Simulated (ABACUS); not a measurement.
Consider a self-consistent single point of Si (P6_3/mmc, 8 atoms in the cell; from Materials Project mp-165, changed as shown).

```
CELL_PARAMETERS angstrom
      3.66571     0.00000     0.00000
      0.00000     6.34919     0.00000
      0.00000     0.00000     6.05889
ATOMIC_POSITIONS crystal
  Si 0.00000 0.33333 0.06301
  Si 0.50000 0.16667 0.93699
  Si 0.50000 0.16667 0.56301
  Si 0.00000 0.33333 0.43699
  Si 0.50000 0.83333 0.06301
  Si 0.00000 0.66667 0.93699
  Si 0.00000 0.66667 0.56301
  Si 0.50000 0.83333 0.43699
```

All values come from this method and carry its errors: LDA (PW92), numerical atomic orbitals TZDP (confined pseudo-atomic orbitals with Gaussian additions; energy shift 0.01 Ry), PseudoDojo 0.4 standard norm-conserving LDA (tails mended) pseudopotentials run with ABACUS.

ABACUS settings:

* **basis**: TZDP numerical atomic orbitals, energy shift 0.01 Ry
* **KPT**: Gamma 8 4 6 0 0 0
* **basis_type**: lcao
* **dft_functional**: PWLDA
* **ecutwfc**: 100 Ry
* **smearing_method**: fd
* **smearing_sigma**: 0.00146997 Ry
* **potentials**: PseudoDojo 0.4 standard norm-conserving LDA (tails mended)
* **symmetry**: 1
* **symmetry_prec**: 1e-05
* **ks_solver**: scalapack_gvx
* **scf_nmax**: 100
* **scf_thr**: 1.0e-06
* **mixing_type**: pulay
* **mixing_beta**: 0.7

Results:

- Number of valence electrons = 32
- Number of bands = 26
- Number of k-points after the program's reduction = 60
- Size of the basis = 176
- Number of SCF iterations = 7
- Free energy E − TS = -926.6183 eV
- Fermi level (on the code's own zero) = 7.77 eV
- Pressure = 13.75 GPa

Stress (GPa, positive for compression):
```
13.70   0.00   0.00
 0.00  13.61   0.00
 0.00   0.00  13.95
```

For comparison: a first run was changed to give this one (lattice scaled by 0.98), and from it to this one the free energy goes up by 65.8 meV/atom and the pressure goes from 5.73 to 13.75 GPa.

The atom-centred basis is finite, which shifts total energies and pressures against plane waves. The structure comes from a collection of computed structures, made at another level of theory; the collection holds predicted forms beside known ones. Its lattice was then scaled. No clean gap shows at this smearing width and mesh (spacing up to 0.25 Å⁻¹); the mesh is coarse for partly filled bands, so the values carry mesh errors. Semi-local functionals can close small gaps.

Cost on one core: roughly 50 core-seconds.

The atomic orbitals were generated for these runs; they are not ABACUS's published sets and were checked against plane waves on a few crystals only.

“Tails mended”: in these copies of the files the far tail of each local potential was reset to the Coulomb form.
